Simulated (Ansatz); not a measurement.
Each is relaxed and computed with the program Ansatz at the PBE level (PAW). Which alone has a direct gap?
A. MgS, rock salt
B. BeS, Pnma (Be on 4c, S on 4c)
C. BAs, zinc blende
D. CdS, zinc blende

D, CdS, zinc blende. CdS: gap 1.04 eV (direct); BeS: gap 4.32 eV (indirect); BAs: gap 1.20 eV (indirect); MgS: gap 2.76 eV (indirect). Constructed cells (a structure type filled with these elements, in neither database checked): BeS, Pnma (Be on 4c, S on 4c). Weakly bound layers, chains or molecules computed without a dispersion correction, so cells and soft constants are ill determined: BeS, Pnma (Be on 4c, S on 4c). All cells were relaxed under the symmetry of their starts (and spin orders); stability against distortions was not tested throughout. Scalar-relativistic: spin–orbit coupling is off unless named, which matters more the heavier the elements.

Potentials: the later of the program's two PAW sets.
